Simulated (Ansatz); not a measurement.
NbPS in space group Immm (No. 71; Nb on 4j, P on 4h, S on 4i) at seven volumes, LDA in the plane-wave PAW code Ansatz, shape and atoms relaxed at each. One row is withheld.

| V (Å³/atom) | P (GPa) |
|---|---|
| 14.122 | 18.50 |
| 14.587 | 11.39 |
| 15.053 | ? |
| 15.519 | 0.00 |
| 15.984 | -4.41 |
| 16.450 | -8.04 |
| 16.915 | -11.17 |

**Question.** Fit the shown pressures and predict the withheld one.

**Answer.** P = (3/2)B₀(x^(7/2) − x^(5/2))[1 + (3/4)(B′ − 4)(x − 1)] with x = (V₀/V)^(2/3). Least squares on the six rows gives V₀ = 15.521 Å³/atom, B₀ = 158 GPa, B′ = 4.56. At V = 15.053, x = 1.0206 and P = 5.19 GPa. The run itself gave 5.26 GPa.

The workflow started from an entry of the Crystallography Open Database (COD). Whether it is the stable phase at ambient conditions was not checked. The LDA relaxation kept the symmetry of its start; its stability against distortions is not shown here. The run is not spin-polarised.

Potentials: the later of the program's two PAW sets.
